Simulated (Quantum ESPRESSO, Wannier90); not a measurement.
NbAs (I4₁md), plane waves to Wannier functions

```xyz
4
Lattice="0.0000 -3.4665 0.0000 3.4665 0.0000 0.0000 -1.7333 1.7333 5.9050" Properties=species:S:1:pos:R:3 pbc="T T T"
Nb     1.7333    -1.7333    -0.0033
Nb    -1.7333     0.0000     2.9492
As     0.0000     0.0000    -0.9769
As     0.0000     1.7333     1.9756
```

Materials Project entry mp-2059; symmetrised, unrelaxed at this level. COD (Crystallography Open Database) has an entry of this formula and space group (matched by these alone). Level: PBE, no spin polarisation, no spin-orbit coupling; pw.x of Quantum ESPRESSO at 68 Ry with PseudoDojo potentials, 6×6×6 k-points, Wannier90. Density: 10×10×10 mesh, cold smearing 0.01 Ry. Spin-orbit coupling, left out, would split the p-like bands by a few tenths of an eV.

A tight-binding model is made by disentanglement and projection with no localisation steps (num_iter = 0), so the 26 orbitals stay atom-like: hydrogen-like Nb: s;p;d; As: s;p, axes along x, y, z; frozen window up to 1.50 eV relative to the Fermi level. It follows pw.x to 4.4 meV rms for states up to 1.0 eV relative to the Fermi level. Matrix elements depend on this choice of orbitals and windows.

Question: What are the on-site energies relative to the Fermi level, and how fast do the hoppings decay?

Answer: 
```json
[
 {"atom": "Nb1", "orbitals": "s", "energy (eV)": "5.24"},
 {"atom": "Nb1", "orbitals": "pz", "energy (eV)": "9.38"},
 {"atom": "Nb1", "orbitals": "px", "energy (eV)": "9.84"},
 {"atom": "Nb1", "orbitals": "py", "energy (eV)": "9.32"},
 {"atom": "Nb1", "orbitals": "dz2", "energy (eV)": "0.73"},
 {"atom": "Nb1", "orbitals": "dxz", "energy (eV)": "0.78"},
 {"atom": "Nb1", "orbitals": "dyz dxy", "energy (eV)": "0.81"},
 {"atom": "Nb1", "orbitals": "dx2-y2", "energy (eV)": "0.60"},
 {"atom": "Nb2", "orbitals": "s", "energy (eV)": "5.24"},
 {"atom": "Nb2", "orbitals": "pz", "energy (eV)": "9.38"},
 {"atom": "Nb2", "orbitals": "px", "energy (eV)": "9.32"},
 {"atom": "Nb2", "orbitals": "py", "energy (eV)": "9.84"},
 {"atom": "Nb2", "orbitals": "dz2", "energy (eV)": "0.73"},
 {"atom": "Nb2", "orbitals": "dxz dxy", "energy (eV)": "0.81"},
 {"atom": "Nb2", "orbitals": "dyz", "energy (eV)": "0.78"},
 {"atom": "Nb2", "orbitals": "dx2-y2", "energy (eV)": "0.60"},
 {"atom": "As3", "orbitals": "s", "energy (eV)": "-7.99"},
 {"atom": "As3", "orbitals": "pz", "energy (eV)": "1.11"},
 {"atom": "As3", "orbitals": "px", "energy (eV)": "1.27"},
 {"atom": "As3", "orbitals": "py", "energy (eV)": "1.79"},
 {"atom": "As4", "orbitals": "s", "energy (eV)": "-7.99"},
 {"atom": "As4", "orbitals": "pz", "energy (eV)": "1.11"},
 {"atom": "As4", "orbitals": "px", "energy (eV)": "1.79"},
 {"atom": "As4", "orbitals": "py", "energy (eV)": "1.27"}
]
```

| distance of the centres (Å) | largest modulus (eV) |
|---|---|
| 2–3 | 1.7 |
| 3–4 | 1.4 |
| 4–5 | 0.36 |
| 5–6 | 0.16 |
| 6–7 | 0.11 |
| 7–8 | 0.055 |
| 8–9 | 0.034 |
